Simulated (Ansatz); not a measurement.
Values for one crystal, relaxed and computed with DFT-LDA in the program Ansatz with PAW potentials; other levels are named.

| Item | Result |
|---|---|
| Volume per atom | 23.68 Å³ |
| Band gap | 0.85 eV (direct) |
| Pressure derivative B′ | 3.7 |
| Young's modulus | 94.4 GPa |
| Poisson's ratio | 0.31 |
| Conduction-band minimum | at Γ |
| Hole effective mass, band 1 of 2 at the edge | 0.18 along x, 0.58 along y, 0.49 along z (mₑ) |

Question: Pick the material that matches.
(A) MgI2, CdI2 type
(B) CaSe, rock salt
(C) LiBr, rock salt
(D) BaZrS3, Pnma (Ba on 4c, Zr on 4a, S on 4c, S on 8d)

Answer: D, BaZrS3, Pnma (Ba on 4c, Zr on 4a, S on 4c, S on 8d)

Symmetry was held in the LDA relaxation; of distortions, only those at the zone centre were tested. No spin polarisation was allowed. Scalar-relativistic: spin–orbit coupling is off unless named, which matters more the heavier the elements.

Potentials: the later of the program's two PAW sets.
